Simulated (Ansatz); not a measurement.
NbIr:
```cif
data_IrNb
_chemical_formula_sum 'Ir1 Nb1'
_space_group_name_H-M_alt 'P 1'
_space_group_IT_number 1
_cell_length_a 3.68654
_cell_length_b 3.68654
_cell_length_c 3.68654
_cell_angle_alpha 60.000
_cell_angle_beta 60.000
_cell_angle_gamma 60.000
loop_
_space_group_symop_operation_xyz
  'x, y, z'
loop_
_atom_site_label
_atom_site_type_symbol
_atom_site_fract_x
_atom_site_fract_y
_atom_site_fract_z
_atom_site_occupancy
Ir1 Ir 0.00000 0.00000 0.00000 1
Nb1 Nb 0.50000 0.50000 0.50000 1
```

This is the PBEsol-relaxed structure.

**Question.** All from PBEsol in the plane-wave PAW code Ansatz, unless another level is named. Estimate the formation energy from the elements (no fitted shifts).

**Answer.** 0.14 eV/atom.

**Question.** Give the density of states at the Fermi level.

**Answer.** 0.69 states/eV per atom (mean over ±0.08 eV).

Space group Fm-3m (rock salt). The start of the workflow was typed in or built on a structure type; neither database checked (COD, Materials Project) lists it. COD files the formula under space group No. 123. Whether it is the stable phase at ambient conditions was not checked. The PBEsol relaxation kept the symmetry of its start. At this level the phase is mechanically unstable. The run is not spin-polarised. The references are the lowest solids computed at this level, not always the standard phases. Spin–orbit coupling is left out wherever it is not named.

Potentials: the later of the program's two PAW sets.
